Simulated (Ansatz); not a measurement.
Relaxed-ion elastic tensor of AgI in space group P4/nmm (No. 129; Ag on 2a, I on 2c) in GPa (Voigt order), plane-wave PAW LDA (Ansatz code); density 6.87 g/cm³, 28.39 Å³ per atom.

```
41.6  12.8  15.6   0.0   0.0   0.0
12.8  41.6  15.6   0.0   0.0   0.0
15.6  15.6  22.2   0.0   0.0   0.0
 0.0   0.0   0.0  11.5   0.0   0.0
 0.0   0.0   0.0   0.0  11.5   0.0
 0.0   0.0   0.0   0.0   0.0   4.6
```

Task: Is the crystal mechanically stable?

Result: Yes: the smallest eigenvalue of C is 4.6 GPa.

Task: Work out the Voigt, Reuss and Hill averages.

Result: K_V = 21.5, K_R = 19.8, K_H = 20.6; G_V = 9.6, G_R = 7.8, G_H = 8.7 GPa.

Task: Give Young's modulus, Poisson's ratio, Pugh's ratio and the universal anisotropy index.

Result: E = 9KG/(3K + G) = 22.9 GPa; ν = 0.31; K/G = 2.37 (ductile by the Pugh limit of 1.75); A_U = 5G_V/G_R + K_V/K_R − 6 = 1.23.

Task: Estimate the sound speeds and the Debye temperature.

Result: v_l = √((K + 4G/3)/ρ) = 2170 m/s, v_t = √(G/ρ) = 1130 m/s, mean 1260 m/s; Θ = (h/k)(3n/4πV)^(1/3) v_m = 123 K.

Task: How much does each axis shrink under pressure?

Result: Linear compressibilities β_i = Σ_j S_ij (j = 1 to 3): x 9.1, y 9.1, z 32 per TPa.

The workflow started from a Materials Project entry (that database holds measured and hypothetical structures alike); the Crystallography Open Database copy checked does not list it. It is not the phase usual at ambient conditions (space group No. 186, 216). The cell was relaxed with LDA under the symmetry of its start; whether a distortion lowers the energy is not shown. No spin polarisation was allowed. A crystal of weakly bound layers computed without a dispersion correction: the cell and the soft elastic constants depend strongly on that. Scalar-relativistic: spin–orbit coupling is off unless named, which matters more the heavier the elements.

Potentials: the later of the program's two PAW sets.
